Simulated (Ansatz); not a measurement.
A relaxed structure of Li. These are r2SCAN (plane waves to 500 eV, PAW, scalar-relativistic; Ansatz, a quantum-chemistry and plane-wave program) values and carry that method's errors.

```xyz
1
Lattice="0.0000 2.1880 2.1880 2.1880 0.0000 2.1880 2.1880 2.1880 0.0000" Properties=species:S:1:pos:R:3 pbc="T T T"
Li     0.0000     0.0000     0.0000
```

**Question.** Determine the symmetry and give the standard cell with its independent sites.

**Answer.** Space group Fm-3m (No. 225); a = b = c = 4.3761 Å, α = β = γ = 90.00°

| atom | site | symmetry | x | y | z |
|---|---|---|---|---|---|
| Li | 4a | m-3m | 0.0000 | 0.0000 | 0.0000 |

This is the fcc (Cu type).

**Question.** Give the shortest distances between elements (the closest pairs, up to four, under 3.6 Å).

**Answer.** Li–Li 3.09 Å.

```json
{
 "volume_per_atom": "20.95 Å³",
 "density": "0.55 g/cm³",
 "band_gap": "zero (metallic)"
}
```

No spin polarisation in the result.

The run could not lose the symmetry of its start.

The relaxed structure has the type that Li is known to take under pressure; here it was relaxed at zero pressure, from a generated start.
